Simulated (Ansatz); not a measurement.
GaP:
```
CELL_PARAMETERS angstrom
      0.00000     2.72581     2.72581
      2.72581     0.00000     2.72581
      2.72581     2.72581     0.00000
ATOMIC_POSITIONS crystal
  Ga 0.00000 0.00000 0.00000
  P  0.75000 0.75000 0.75000
```

Cartesian axes are those of the cell as given.

### Question
Give the high-frequency dielectric tensor and the Born effective charge tensors of the independent atoms from DFPT, r²SCAN in the plane-wave PAW code Ansatz.

### Answer

ε∞:
```
9.35  0.00  0.00
0.00  9.35  0.00
0.00  0.00  9.35
```
Z* of atom 1 (Ga), rows: field, columns: displacement, in e:
```
2.15  0.00  0.00
0.00  2.15  0.00
0.00  0.00  2.15
```
Z* of atom 2 (P), rows: field, columns: displacement, in e:
```
-2.15   0.00   0.00
 0.00  -2.15   0.00
 0.00   0.00  -2.15
```

Static charges for comparison (Bader): Ga1 +0.92, P2 -0.92 e. Born charges measure polarisation by displacement and can exceed these by far.

Space group F-43m (zinc blende). The cell was relaxed with r²SCAN under the symmetry of its start. Scalar-relativistic: spin–orbit coupling is off unless named, which matters more the heavier the elements.

Potentials: the earlier of the program's two PAW sets. The files were generated under PBE; for other functionals the program regenerates the frozen cores, and for LDA and PBEsol the local potential too.
